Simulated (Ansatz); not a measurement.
## Si₂Mo: zone-centre modes

Computed with DFT PBEsol, scalar-relativistic, plane waves, PAW (Ansatz 0.2.0). Settings: plane waves to 420 eV, k-mesh 12×12×6 (Γ-centred), Gaussian smearing 0.15 eV. No spin polarisation.

Reference structure (relaxed at this level; this form isn't the usual structure):

```yaml
crystal:
  lattice:
    - [4.57444, 0.00000, 0.00000]
    - [-2.28722, 3.96158, 0.00000]
    - [0.00000, 0.00000, 6.56656]
  atoms:
    - { symbol: Si, position: [0.16417, 0.83583, 0.83333] }
    - { symbol: Si, position: [0.32834, 0.16417, 0.16667] }
    - { symbol: Si, position: [0.83583, 0.67166, 0.50000] }
    - { symbol: Si, position: [0.83583, 0.16417, 0.83333] }
    - { symbol: Si, position: [0.67166, 0.83583, 0.16667] }
    - { symbol: Si, position: [0.16417, 0.32834, 0.50000] }
    - { symbol: Mo, position: [0.50000, 0.00000, 0.50000] }
    - { symbol: Mo, position: [0.00000, 0.50000, 0.16667] }
    - { symbol: Mo, position: [0.50000, 0.50000, 0.83333] }
```

Harmonic modes by finite displacements of 0.02 Å, without the LO–TO term.

Q: At this geometry, is the structure stable against these modes?

A: Yes: no mode is imaginary beyond 10 cm⁻¹, and only the three translations lie near zero.

Q: List the wavenumbers in cm⁻¹.

A: 0, 0, 0, 193, 211, 211, 218, 234, 234, 261, 262, 262, 281, 281, 286, 288, 342, 342, 356, 356, 373, 381, 397, 397, 401, 417, 417.

Cost: 1 run of about 13 core-minutes, on Arm Neoverse V2 (shared hosts).